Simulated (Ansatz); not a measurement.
Ansatz (an electronic-structure program) input:

Ansatz 0.2 input:
```yaml
crystal:
  lattice:
    - [-2.8362063916, 2.8362063916, 9.0532107867]
    - [2.8362063916, -2.8362063916, 9.0532107867]
    - [2.8362063916, 2.8362063916, -9.0532107867]
  atoms:
    - { symbol: Cs, position: [0.3581484149, 0.3581484149, 0.0] }
    - { symbol: Cs, position: [0.6418515851, 0.6418515851, 0.0] }
    - { symbol: Ca, position: [0.0, 0.0, 0.0] }
    - { symbol: Br, position: [0.1593315275, 0.1593315275, 0.0] }
    - { symbol: Br, position: [0.8406684725, 0.8406684725, 0.0] }
    - { symbol: Br, position: [0.5, 0.0, 0.5] }
    - { symbol: Br, position: [0.0, 0.5, 0.5] }
kpoints:
  mp_grid: { grid: [7, 7, 7] }
hamiltonian:
  xc: r2scan
  pseudopotentials: { kind: paw }
scf:
  occupations: { method: fixed }
checkpoint: { read: static.run }
output: { bader: true, populations: true }
```

Output (shortened):

```
basis.fft_grid_basis auto: the FFT boxes are laid along the combinations [[1, 0, 1], [0, 1, 1], [0, 0, 1]] of the cell's own vectors, 5.672, 5.672 and 9.902 Å …
Pseudopotentials: kind: paw
Pseudopotential: Cs, paw, valence charge 9
Pseudopotential: Ca, paw, valence charge 10
Pseudopotential: Br, paw, valence charge 7
Functional definition: r2SCAN
Crystal: 7 atoms, lattice volume = 291.299 Å³
Basis set: ecut = 500 eV, 7377 PW (Γ), FFT grids on a1+a3, a2+a3, a3, exchange–correlation on 180×180×300 points (64 copies of the dense FFT grid, shifted against one another)
Bands: 35, of which v1, the nominal top of the filled ones, is band 28 counted from 1 (27 counted from 0)
Symmetry: 16 space group operations
Space group: I4/mmm (ITA 139), of the structure as read, at distance tolerance 6.6e-5 Å
k-points: 40 of 343
PAW frozen core: Cs, regenerated for the run's functional
PAW frozen core: Ca, regenerated for the run's functional
PAW frozen core: Br, regenerated for the run's functional
Initial density: read from a saved state, or passed on in memory by an earlier SCF of this step, an earlier step, the calling program or the single point that …
Stability of the state it starts from, as read at its close in the unpolarized treatment …
Initial wavefunctions: pseudopotential atomic-orbital guess
Eigensolver: davidson
Functional: x = r2scan, c = r2scan; τ floored in thin density (d = 2e-4 eV/Å³)
iter 1 solved again at ethr=2.40e-7 eV; its pass at ethr=3.10e-3 eV (dr2=1.34e-4 eV) is discarded
SCF iter   1: F=—  HF=-24380.327783 eV  |F-HF|=—  |Δ(HF+E_count)|=         —  Δρ=4.87e-7  dr2=5.60e-10  dr2_τ=3.11e-10  ethr=2.40e-7  ⟨swp⟩=6.1  Hψ=11851  notcnv=0  defer=196
all-band conjugate gradients solve this SCF's bands
preconditioner: auto → Resta (q_TF=auto, 2.073 Å⁻¹)
SCF iter   2: F=—  HF=-24380.327764 eV  |F-HF|=—  |Δ(HF+E_count)|=   1.87e-5  Δρ=2.71e-7  dr2=2.58e-10  dr2_τ=2.83e-10  ethr=1.00e-12  ⟨swp⟩=20.9  Hψ=11640  notcnv=0
SCF iter   3: F=-24380.327764 eV  HF=-24380.327764 eV  |F-HF|=3.27e-11  |Δ(HF+E_count)|=  4.37e-11  Δρ=1.72e-7  dr2=9.04e-11  dr2_τ=4.40e-11  ethr=1.00e-12  ⟨swp⟩=1.0  Hψ=2924  notcnv=0
SCF 1 converged in 3 iterations: F = -24380.327764 eV  dr2 = 9.04e-11
SCF converged after 3 iterations
Free energy (F): -24380.327764 eV
Harris-Foulkes:  -24380.327764 eV  (|F-HF|=3.27e-11)
Internal energy: -24380.327764 eV  (E = F + TS)
E sigma→0 (E₀):  -24380.327764 eV
Fermi energy:    1.290453 eV
--- Per-component energies (eV) ---
  E_band       = -415.749408
  E_kinetic    = 1101.413252
  E_local      = -2789.068939  (includes V_loc(G=0)·N_el)
  E_nonlocal   = 401.076569
  E_hartree    = 949.211469
  E_xc         = -1469.059342
  E_vxc        = -933.502010  (∫ρ·V_xc dr)
  E_paw        = -20130.757954  (= ΣΔE_a)
  E_vpaw       = -142.988003  (= ΣTr[D̂ρ^β])
  E_aug_tail   = -0.000005  (compensation charges beyond the density's cutoff)
  E_vtau       = 48.897035  (kinetic-family band-sum trace: ∫τ·v_τ [+ j·A + Jᵃ·Aᵃ] dr)
  E_ewald      = -2442.389132
  E_core_change = -0.753682  (= ΣΔE_core)
  E_smearing   =  0.000000  (= −TS)
  E_closure    = 0.000000  (closes the sum)
  Σ components = -24380.327764   (vs F -24380.327764, Δ=0.00e0)
  [band-id]    e_kinetic+e_local+e_nonlocal+2·e_hartree+e_vxc+e_vpaw+e_augmentation_tail+e_vtau = -415.749163   (vs E_band -415.749408, Δ=2.45e-4)
--- Band table (eV; the first three rows and the last of 40) ---
  k-point 0: bands = ["-39.0502", "-19.2302", "-19.2302", "-19.1683", "-18.7985", "-18.7898", "-12.2589", "-11.9996", "-11.3860", "-11.3384", "-5.2962", "-5.2629", "-5.2629", "-5.2612", "-5.2612", "-5.2364", "-0.5124", "-0.5124", "-0.1905", "0.2774", "0.4522", "0.6673", "0.6673", "0.9115", "0.9115", "1.1587", "1.1782", "1.1782", "6.3389", "6.5778", "7.0221", "7.0221", "7.7279", "7.8290", "8.0073"]
  k-point 1: bands = ["-39.0502", "-19.2345", "-19.2344", "-19.1681", "-18.7971", "-18.7896", "-12.2139", "-12.0009", "-11.3875", "-11.3405", "-5.3148", "-5.2786", "-5.2597", "-5.2565", "-5.2440", "-5.2331", "-0.6931", "-0.4187", "-0.1936", "0.3075", "0.3313", "0.4090", "0.6762", "0.8344", "1.0016", "1.0147", "1.1346", "1.1877", "6.7830", "6.9075", "7.0725", "7.2165", "8.0406", "8.1749", "8.3233"]
  k-point 2: bands = ["-39.0501", "-19.2440", "-19.2438", "-19.1677", "-18.7942", "-18.7893", "-12.1087", "-12.0035", "-11.3899", "-11.3423", "-5.3446", "-5.3139", "-5.2644", "-5.2575", "-5.2472", "-5.2343", "-1.0597", "-0.2674", "-0.1904", "-0.1339", "0.1602", "0.4694", "0.7568", "0.7930", "0.8567", "1.0557", "1.0988", "1.2133", "7.3638", "7.4633", "7.6451", "7.6525", "8.4851", "8.6900", "8.7588"]
  k-point 39: bands = ["-39.0502", "-19.2345", "-19.2301", "-19.1683", "-18.7938", "-18.7935", "-12.2394", "-12.0003", "-11.3718", "-11.3506", "-5.2948", "-5.2892", "-5.2848", "-5.2477", "-5.2407", "-5.2328", "-0.5650", "-0.4722", "-0.0684", "0.3219", "0.3710", "0.5638", "0.6142", "0.8129", "0.9517", "1.0374", "1.1015", "1.1210", "6.7767", "7.1496", "7.2837", "7.4480", "7.4530", "7.6115", "7.8737"]
  band table: 35 of 35 bands, residual norms ≤ 1.0e-3 eV
--- Löwdin populations: 7 sites ---
  site symbol       q [e]
     0     Cs      8.2447
     1     Cs      8.2447
     2     Ca      8.4102
     3     Br      7.7007
     4     Br      7.7007
     5     Br      7.6826
     6     Br      7.6826
  spilling = 0.005964 (of n_electrons = 56.000000)
--- Bader charges: 7 sites ---
  site symbol  charge [e]  shift [e]
     0     Cs      0.8691     0.0000
     1     Cs      0.8691     0.0000
     2     Ca      1.5550     0.0001
     3     Br     -0.8351     0.0000
     4     Br     -0.8351     0.0000
     5     Br     -0.8115     0.0000
     6     Br     -0.8115     0.0000
  shift: an alarm, by how much a part of what the PAW files miss would move the charge. Where it is large, compare
  with a run on PAW files of another source; a small one proves nothing
  estimated error of the sums over rays = 2.9e-4 e
```

Cost: very roughly 80 core-seconds on shared cores.

The workflow started from a Materials Project entry (that database holds measured and hypothetical structures alike); the Crystallography Open Database copy checked does not list it. Whether it is the stable phase at ambient conditions was not checked. The cell was relaxed with r²SCAN under the symmetry of its start; its stability against distortions is not shown here. Scalar-relativistic: spin–orbit coupling is off unless named, which matters more the heavier the elements.

Potentials: the later of the program's two PAW sets.

Ansatz is a plane-wave DFT program.
